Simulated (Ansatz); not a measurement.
Ansatz input

```yaml
crystal:
  lattice:
    - [-1.5892195823, 1.5884049005, 1.1954909251]
    - [1.5884049005, -1.5892195823, 1.1954909251]
    - [2.8645997162, 2.8645997162, -1.1969830164]
  atoms:
    - { symbol: Fe, position: [0.9999500018, 4.99982e-05, 0.0], spin: 2.834 }
    - { symbol: Fe, position: [0.7500499982, 0.2499500018, 0.5], spin: 2.834 }
hamiltonian:
  xc: r2scan
  pseudopotentials:
    kind: paw
    azcp:
      Fe: "pseudopotentials/Fe.paw.azcp"
basis:
  ecutwfc: 500
  fft_grid_basis: typed
kpoints:
  mp_grid: { grid: [17, 17, 9], shift: [0, 0, 0] }
magnetization:
  spin_polarized: true
scf:
  occupations: { method: fermi_dirac, width: 0.05 }
  lower_state_search: "off"
output:
  stress: true
  write_density: true
  write_potential: true
  elf: true
  volumetric_format: npy
```

Terminal output

```
Engine: ansatz 0.2.0, x86_64-unknown-linux-gnu
Pseudopotentials: kind: paw
Pseudopotential: Fe, paw, valence charge 16, recommended cutoff 500 eV (meta_gga) 
Functional definition: r2SCAN
  parameter k0 = 0.174
  parameter k1 = 0.065
  parameter a1 = 4.9479
  exchange = r2scan_x(k0 = k0, k1 = k1, a1 = a1)
  correlation = r2scan_c
Crystal: 2 atoms, lattice volume = 21.761 Å³
Basis set: ecut = 500 eV, 567 PW (Γ), exchange–correlation on 80×80×128 points (64 copies of the dense FFT grid, shifted against one another)
Bands: 23, of which v1, the nominal top of the filled ones, is band 16 counted from 1 (15 counted from 0)
Symmetry: 4 space group operations
Space group: C2/c (ITA 15), of the structure as read, at distance tolerance 2.8e-5 Å
Magnetic group: BNS 15.85 (UNI 92), of the structure as read, at distance tolerance 2.8e-5 Å
k-points: 693 of 2601
Non-local potential: Fe, projectors of the file, l = 0: 3, l = 1: 2, l = 2: 3, l = 3: 1
PAW form: soft (Blöchl's): semilocal exchange-correlation on the pseudo side does not see the compensation charge
PAW frozen core: Fe, regenerated for the run's functional (the file was generated under x = pbe(κ = 0.804, μ = 0.2195149727645171), c = pbe(β = 0.06672455060314922))
PAW one-centre angular grid: Fe, 590 points (default); XC on 160 Gauss nodes
Initial density: superposition of atomic densities (chi_scale 0.1, normalization cell)
Starting moments: Σ|m| = 5.668 μB on 2 of 2 sites
Initial wavefunctions: pseudopotential atomic-orbital guess
Functional: x = r2scan, c = r2scan; τ floored in thin density (d = 2e-4 eV/Å³)
iter 1 solved again at ethr=1.50e-3 eV; its pass at ethr=3.10e-3 eV (dr2=4.79e-1 eV) is discarded
SCF iter   1: F=-8971.005854 eV  HF=-8970.454573 eV  |F-HF|=5.51e-1  |Δ(HF+E_count)|=         —  Δρ=4.87e-2 (↑2.44e-2 ↓4.87e-2)  dr2=4.80e-1  dr2_τ=4.01e-2  dr2_m=1.07e-1  M=5.173 μB ∫|m|=5.210 μB  β_m=0.30  ethr=1.50e-3  ⟨swp⟩=1.0  Hψ=176922  notcnv=0
SCF iter   2: F=-8971.315430 eV  HF=-8970.893424 eV  |F-HF|=4.22e-1  |Δ(HF+E_count)|=   4.39e-1  Δρ=3.51e-2 (↑1.20e-2 ↓3.51e-2)  dr2=9.16e-2  dr2_τ=3.63e-3  dr2_m=9.80e-2  M=5.192 μB ∫|m|=5.301 μB  β_m=1.00  ethr=1.50e-3  ⟨swp⟩=2.4  Hψ=58325  notcnv=0  defer=1  κ⁻¹=1.0e0(r=1)
SCF iter   3: F=-8971.451213 eV  HF=-8971.188070 eV  |F-HF|=2.63e-1  |Δ(HF+E_count)|=   2.95e-1  Δρ=1.82e-2 (↑8.69e-3 ↓1.82e-2)  dr2=2.08e-2  dr2_τ=6.30e-4  dr2_m=3.01e-2  M=5.157 μB ∫|m|=5.483 μB  β_m=1.00  ethr=2.86e-4  ⟨swp⟩=2.9  Hψ=80815  notcnv=0  defer=177  κ⁻¹=4.5e-3(r=2)
SCF iter   4: F=-8971.476244 eV  HF=-8971.265289 eV  |F-HF|=2.11e-1  |Δ(HF+E_count)|=   7.72e-2  Δρ=1.18e-2 (↑1.18e-2 ↓2.06e-3)  dr2=1.69e-2  dr2_τ=9.61e-5  dr2_m=7.00e-3  M=5.167 μB ∫|m|=5.575 μB  β_m=1.00  ethr=6.50e-5  ⟨swp⟩=2.6  Hψ=76506  notcnv=0  defer=1824  κ⁻¹=5.6e-4(r=3)
SCF iter   5: F=-8971.487428 eV  HF=-8971.349943 eV  |F-HF|=1.37e-1  |Δ(HF+E_count)|=   8.47e-2  Δρ=4.28e-3 (↑4.28e-3 ↓1.53e-3)  dr2=1.36e-3  dr2_τ=6.88e-5  dr2_m=1.38e-3  M=5.176 μB ∫|m|=5.614 μB  β_m=1.00  ethr=5.27e-5  ⟨swp⟩=2.5  Hψ=60922  notcnv=0  defer=1892  κ⁻¹=1.0e-4(r=4)
SCF iter   6: F=-8971.490951 eV  HF=-8971.411229 eV  |F-HF|=7.97e-2  |Δ(HF+E_count)|=   6.13e-2  Δρ=3.19e-3 (↑3.19e-3 ↓8.03e-4)  dr2=1.21e-3  dr2_τ=1.56e-5  dr2_m=5.58e-4  M=5.186 μB ∫|m|=5.639 μB  β_m=1.20  ethr=4.26e-6  ⟨swp⟩=2.0  Hψ=62179  notcnv=0  defer=1934
Mixer restart at iter 6: flushing history
spin-set hold released at iteration 6 (site moments contracting): the magnetisation degrees of freedom join the quasi-Newton model from the next iteration; the mixer history was flushed
SCF iter   7: F=-8971.493035 eV  HF=-8971.445320 eV  |F-HF|=4.77e-2  |Δ(HF+E_count)|=   3.41e-2  Δρ=1.31e-3 (↑1.31e-3 ↓5.75e-4)  dr2=2.22e-4  dr2_τ=8.42e-6  dr2_m=8.26e-5  M=5.194 μB ∫|m|=5.657 μB  β_m=1.20  ethr=3.77e-6  ⟨swp⟩=2.0  Hψ=51372  notcnv=0  defer=1937  κ⁻¹=1.0e0(r=1)
SCF iter   8: F=-8971.494752 eV  HF=-8971.478937 eV  |F-HF|=1.58e-2  |Δ(HF+E_count)|=   3.36e-2  Δρ=9.19e-4 (↑9.19e-4 ↓4.43e-4)  dr2=6.96e-5  dr2_τ=2.13e-6  dr2_m=5.73e-5  M=5.204 μB ∫|m|=5.677 μB  β_m=1.20  ethr=6.95e-7  ⟨swp⟩=2.1  Hψ=62356  notcnv=0  defer=1944  κ⁻¹=2.0e-2(r=2)
SCF iter   9: F=-8971.495326 eV  HF=-8971.489472 eV  |F-HF|=5.85e-3  |Δ(HF+E_count)|=   1.05e-2  Δρ=5.15e-4 (↑5.15e-4 ↓3.13e-4)  dr2=2.16e-5  dr2_τ=7.98e-7  dr2_m=1.84e-5  M=5.209 μB ∫|m|=5.688 μB  β_m=1.20  ethr=2.18e-7  ⟨swp⟩=2.1  Hψ=52689  notcnv=0  defer=1944  κ⁻¹=2.5e-3(r=3)
SCF iter  10: F=-8971.495691 eV  HF=-8971.495551 eV  |F-HF|=1.40e-4  |Δ(HF+E_count)|=   6.08e-3  Δρ=1.42e-4 (↑1.23e-4 ↓1.42e-4)  dr2=8.64e-6  dr2_τ=1.36e-7  dr2_m=7.18e-8  M=5.218 μB ∫|m|=5.708 μB  β_m=1.20  ethr=6.75e-8  ⟨swp⟩=3.1  Hψ=72336  notcnv=0  defer=1944  κ⁻¹=2.4e-4(r=4)
SCF iter  11: F=-8971.495695 eV  HF=-8971.495673 eV  |F-HF|=2.19e-5  |Δ(HF+E_count)|=   1.22e-4  Δρ=8.80e-5 (↑8.80e-5 ↓6.89e-5)  dr2=2.59e-7  dr2_τ=2.15e-8  dr2_m=1.01e-6  M=5.217 μB ∫|m|=5.706 μB  β_m=1.20  ethr=2.70e-8  ⟨swp⟩=2.0  Hψ=53551  notcnv=0  defer=1941  κ⁻¹=2.1e-4(r=5)
SCF iter  12: F=-8971.495697 eV  HF=-8971.495696 eV  |F-HF|=1.30e-6  |Δ(HF+E_count)|=   2.31e-5  Δρ=1.39e-5 (↑1.18e-5 ↓1.39e-5)  dr2=3.44e-8  dr2_τ=3.10e-9  dr2_m=7.64e-9  M=5.218 μB ∫|m|=5.707 μB  β_m=1.20  ethr=3.13e-10  ⟨swp⟩=12.6  Hψ=256204  notcnv=0  κ⁻¹=7.5e-5(r=6)
SCF iter  13: F=-8971.495697 eV  HF=-8971.495697 eV  |F-HF|=2.36e-7  |Δ(HF+E_count)|=   1.17e-6  Δρ=9.86e-6 (↑9.23e-6 ↓9.86e-6)  dr2=1.60e-8  dr2_τ=1.05e-9  dr2_m=9.56e-10  M=5.218 μB ∫|m|=5.707 μB  β_m=1.20  ethr=1.07e-10  ⟨swp⟩=8.4  Hψ=196236  notcnv=0  κ⁻¹=2.6e-6(r=7)
Error: SIGTERM received: cancelled by the caller after 13 completed SCF iterations
```

The run was cut off at its time limit.
